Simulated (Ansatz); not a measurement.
**All-electron card of Rb**

```yaml
crystal:
  lattice:
    - [-2.80600, 2.80600, 2.80600]
    - [2.80600, -2.80600, 2.80600]
    - [2.80600, 2.80600, -2.80600]
  atoms:
    - { symbol: Rb, position: [0.00000, 0.00000, 0.00000] }
```

Structure: COD 9012874, as refined from experiment and not relaxed.

Computed with DFT, PBEsol, all-electron LAPW, scalar-relativistic (Ansatz 0.2.0).

Settings: a Γ-centred 8×8×8 k mesh, Fermi–Dirac smearing of 0.05 eV, basis error target 1 meV/atom, no spin polarisation.

```json
{"Pressure at this cell": "-0.06 GPa", "Volume per atom": "88.37 Å³"}
```

Q: Give the computed value. Band gap.

A: none: with an odd electron count and no spin polarisation the bands can't all be full, a metal in this set-up (spin order or a larger cell could open a gap).

Q: Give the computed value. Density of states at the Fermi level (0.2 eV bin).

A: 1.00 states/eV per cell.
